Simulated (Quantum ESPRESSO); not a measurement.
# Computed records: MgAl3N3O (made-up cell)

Computed with Quantum ESPRESSO 7.5. Calculation on a made-up crystal cell, not a measurement: periodic Kohn-Sham density functional theory in plane waves with PseudoDojo standard norm-conserving scalar-relativistic pseudopotentials, each functional with its own files (v0.5 for PBE, v0.4.1 for LDA and PBEsol), no spin polarisation, no spin-orbit coupling, atoms not relaxed, stress positive in tension, energies less a fixed whole-eV offset for each atom's element; levels are Kohn-Sham levels at fractions of this cell's reciprocal vectors, counted from the reference band (half the neutral cell's valence electrons, rounded up) at Gamma; error bars cover cutoff and k-mesh only, not smearing or the files; added strain carries the atoms with the cell, and shear is the tensor component; each bar is the largest change over components, and at least 0.002 eV, 0.002 eV per angstrom or 0.02 GPa; energies are for the whole cell, and the offsets were chosen from early runs and are not element reference energies.

MgAl3N3O (made-up cell)

Unstrained structure:
```
CELL_PARAMETERS angstrom
3.01960 -0.00090 0.03610
-0.00160 5.33250 -0.07300
0.05890 -0.06890 5.00120
ATOMIC_POSITIONS crystal
Al 0.99352 0.99179 0.99929
Al 0.50890 0.49577 0.00358
Al 0.52281 0.17459 0.49086
Mg 0.00651 0.65625 0.49729
O 0.01094 0.00364 0.36307
N 0.49672 0.49234 0.37999
N 0.48759 0.16989 0.87495
N 0.00297 0.67445 0.87638
```

- lattice type: wurtzite
- functional: pbe
- cutoff: 1143 eV
- fermi dirac smearing: 0.025 eV
- scf tolerance: 1e-07 eV
- electrons removed: 0
- added strain kind: biaxial xx and yy
- added strain: 0.0248
- k mesh: 6 x 4 x 4, shifted by half a step
- structure shown: before the added strain of 0.0248
- stress xx: —
- stress yy: —
- stress xy: —

Atoms:
```
atoms element  atom site  atom energy offset (eV)
           Al          1                      -64
           Al          2                      -64
           Al          3                      -64
           Mg          4                    -1617
            O          5                     -452
            N          6                     -283
            N          7                     -283
            N          8                     -283
```

Q: MgAl3N3O (made-up cell): stress xx?
A: -11.05 GPa

Q: Give the missing stress yy for MgAl3N3O (made-up cell).
A: -5.744 GPa

Q: Give the missing stress xy for MgAl3N3O (made-up cell).
A: 0.6087 GPa

Further results for MgAl3N3O (made-up cell):

- free energy less offsets: -1.844 eV
- smearing term minus ts: 0 eV
- scf iterations: 13
- pressure: 8.933 GPa
- stress zz: -10 GPa
- stress yz: -5.945 GPa
- stress xz: 3.238 GPa
- reference band: 20
- error bar energy: 0.002 eV
- error bar stress: 0.02 GPa
- error bar force: 0.004115 eV/Å
- error bar next band up: 0.002 eV
- error bars from: tighter rerun of a related cell

Forces:
```
site  x (eV/Å)  y (eV/Å)  z (eV/Å)
   1  -0.02162    0.2838    -1.726
   2   -0.3779     1.428   -0.2329
   3   -0.5821     1.266    0.6166
   4   -0.8405    0.6929   -0.2661
   5   0.06855     0.919    0.6224
   6     1.035    -2.762    -1.765
   7    0.5621    -1.305   -0.1069
   8    0.1561   -0.5234     2.858
```

Levels:
```
level k point  next band up (eV)
        Gamma              2.035
(1/2,1/2,1/2)              4.036
   (0.15,0,0)              2.919
   (0,0.15,0)              2.355
   (0,0,0.15)              2.419
```
